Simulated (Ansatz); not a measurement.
A relaxation computed with Ansatz, from input to last step.

```yaml
crystal:
  lattice:
    - [3.788, 0.0, 0.0]
    - [0.0, 3.788, 0.0]
    - [0.0, 0.0, 5.942]
  atoms:
    - { symbol: Cu, position: [0.0, 0.0, 0.0] }
    - { symbol: Cu, position: [0.5, 0.5, 0.0] }
    - { symbol: Cu, position: [0.0, 0.5, 0.303] }
    - { symbol: Cu, position: [0.5, 0.0, 0.697] }
    - { symbol: As, position: [0.0, 0.5, 0.709] }
    - { symbol: As, position: [0.5, 0.0, 0.291] }
basis:
  ecutwfc: 420
kpoints:
  mp_grid: { grid: [10, 10, 6] }
hamiltonian:
  xc: pbesol
scf:
  occupations: { method: gaussian, width: 0.1 }
output:
  forces: true
  stress: true
  eigenvalues: true
relax:
  adjacent_minimum: "off"
  f_tol: 0.01
  max_steps: 40
```

```bash
ansatz run input.yaml --threads 1 --pin off --max-ram 2560MiB --backend cpu --events-out ev --progress --plain --runs-dir out
```

Theory: DFT PBEsol, scalar-relativistic, plane waves, PAW in Ansatz 0.2.0.

Of 4 frames 4 are shown, positions in Å and forces in eV/Å; the SCF threshold varies from step to step.

```xyz
6
Lattice="3.7880 0.0000 0.0000 0.0000 3.7880 0.0000 0.0000 0.0000 5.9420" Properties=species:S:1:pos:R:3:forces:R:3 pbc="T T T" step=1 free_energy_over_end_meV_per_atom=1.51
Cu    0.0000    0.0000    0.0000    0.0000    0.0000    0.0000
Cu    1.8940    1.8940    0.0000    0.0000    0.0000    0.0000
Cu    0.0000    1.8940    1.8004    0.0000    0.0000   -0.2157
Cu    1.8940    0.0000    4.1416    0.0000    0.0000    0.2157
As    0.0000    1.8940    4.2129    0.0000    0.0000    0.2351
As    1.8940    0.0000    1.7291    0.0000    0.0000   -0.2351
6
Lattice="3.7880 0.0000 0.0000 0.0000 3.7880 0.0000 0.0000 0.0000 5.9420" Properties=species:S:1:pos:R:3:forces:R:3 pbc="T T T" step=2 free_energy_over_end_meV_per_atom=0.50
Cu    0.0000    0.0000    0.0000    0.0000    0.0000    0.0000
Cu    1.8940    1.8940    0.0000    0.0000    0.0000    0.0000
Cu    0.0000    1.8940    1.7918    0.0000    0.0000   -0.1290
Cu    1.8940    0.0000    4.1502    0.0000    0.0000    0.1290
As    0.0000    1.8940    4.2220    0.0000    0.0000    0.1037
As    1.8940    0.0000    1.7200    0.0000    0.0000   -0.1037
6
Lattice="3.7880 0.0000 0.0000 0.0000 3.7880 0.0000 0.0000 0.0000 5.9420" Properties=species:S:1:pos:R:3:forces:R:3 pbc="T T T" step=3 free_energy_over_end_meV_per_atom=0.02
Cu    0.0000    0.0000    0.0000    0.0000    0.0000    0.0000
Cu    1.8940    1.8940    0.0000    0.0000    0.0000    0.0000
Cu    0.0000    1.8940    1.7753    0.0000    0.0000   -0.0189
Cu    1.8940    0.0000    4.1667    0.0000    0.0000    0.0189
As    0.0000    1.8940    4.2272    0.0000    0.0000   -0.0103
As    1.8940    0.0000    1.7148    0.0000    0.0000    0.0103
6
Lattice="3.7880 0.0000 0.0000 0.0000 3.7880 0.0000 0.0000 0.0000 5.9420" Properties=species:S:1:pos:R:3:forces:R:3 pbc="T T T" step=4 free_energy_over_end_meV_per_atom=0.00
Cu    0.0000    0.0000    0.0000    0.0000    0.0000    0.0000
Cu    1.8940    1.8940    0.0000    0.0000    0.0000    0.0000
Cu    0.0000    1.8940    1.7711    0.0000    0.0000   -0.0064
Cu    1.8940    0.0000    4.1709    0.0000    0.0000    0.0064
As    0.0000    1.8940    4.2242    0.0000    0.0000    0.0048
As    1.8940    0.0000    1.7178    0.0000    0.0000   -0.0048
```

The run took 2.1 min on 1 thread of Arm Neoverse V1, with other jobs on the host, peak memory 0.59 GiB.